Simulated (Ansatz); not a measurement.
The elements of this relaxed trial crystal are hidden behind letters.

```
lattice vectors (Å)
  -2.8868    2.8868    2.8868
   2.8868   -2.8868    2.8868
   2.8868    2.8868   -2.8868
fractional positions
X 0.0000 0.5000 0.0000
X 0.5000 0.5000 0.5000
X 0.0000 0.0000 0.5000
X 0.5000 0.0000 0.0000
Z 0.0000 0.0000 0.0000
Q 0.5000 0.0000 0.5000
Q 0.5000 0.5000 0.0000
Q 0.0000 0.5000 0.5000
```

These are results of Ansatz, DFT PBE, scalar-relativistic, plane waves, PAW, not measurements. The final run on the 8-atom cell used 420 eV, a Γ-centred 10×10×10 mesh, 0.10 eV smearing and collinear spin.

| Quantity | Value |
| --- | --- |
| Space group | Im-3m (No. 229) |
| Conventional cell | a = 5.774 Å |
| Volume per atom | 12.03 Å³ |
| Density | 5.92 g/cm³ |
| Energy over the elements | −0.63 eV/atom |
| Gap on the 10×10×10 mesh of the 8-atom cell | 0 eV (a metal) |
| Net moment per atom | 0.12 μB |

Energies are uncorrected and count from the elements' standard states at the same level.

Task: X is a p-block element of period 3, Z is a d-block element of period 4 and Q is a d-block element of period 4. Which elements are they?

Result: X = Al, Z = Co, Q = Ni, so the formula is Al4CoNi3. Density times volume gives a mean mass of 5.92 × 12.03/1.6605 = 42.9 u per atom, and this set has 42.9 u. Al has 2 Co at 2.50 Å, 6 Ni at 2.50 Å and 6 Al at 2.89 Å; Co is surrounded by 8 Al at 2.50 Å and 6 Ni at 2.89 Å; around Ni lie 8 Al at 2.50 Å, 2 Co at 2.89 Å and 4 Ni at 2.89 Å. Other sets within the hints have nearly the same mass, so mass alone doesn't settle it; this one was computed.

The magnetic state reached may not be the lowest. A later test with randomly moved atoms came back to the same energy, though modes that don't fit the test's cell weren't probed.
